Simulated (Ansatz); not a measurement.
Lu:
```yaml
crystal:
  lattice:
    - [3.49691, 0.00000, 0.00000]
    - [-1.74846, 3.02841, 0.00000]
    - [0.00000, 0.00000, 5.44120]
  atoms:
    - { symbol: Lu, position: [0.33333, 0.66667, 0.75000] }
    - { symbol: Lu, position: [0.66667, 0.33333, 0.25000] }
```

Relaxed with r²SCAN+D4. Special points in fractions of this cell's reciprocal vectors: Γ (0.000, 0.000, 0.000); M (0.500, 0.000, 0.000); K (0.333, 0.333, 0.000); A (0.000, 0.000, 0.500); L (0.500, 0.000, 0.500); H (0.333, 0.333, 0.500).

### Question
List the band energies nearest the Fermi level at these points for r²SCAN+D4 (plane waves, PAW; program Ansatz).

### Answer
In eV from the Fermi level; about four levels below and three above (degenerate sets whole), none deeper than 8.9 eV; points with the same levels are listed once.

| k | below | above |
|---|---|---|
| Γ | -4.87 -4.87 -4.85 -4.85 -2.41 | 0.60 2.45 2.45 |
| M | -2.39 -1.44 -0.84 -0.44 | 1.77 2.10 2.66 |
| K | -1.04 -1.04 -0.73 -0.64 | 1.46 1.46 3.00 |
| A | -4.85 -4.85 -4.54 -4.54 | 1.38 1.38 2.36 2.36 2.36 2.36 |
| L | -4.88 -4.88 -4.87 -4.87 -2.13 -2.13 | 0.10 0.10 1.48 1.48 |
| H | -0.51 -0.51 -0.47 -0.47 | 0.34 0.34 3.76 3.76 |

Space group P6_3/mmc (hcp (Mg type)). The r²SCAN+D4 relaxation kept the symmetry of its start. The pairwise dispersion correction was not fitted to metals. Spin–orbit coupling is left out wherever it is not named.

Potentials: the later of the program's two PAW sets.
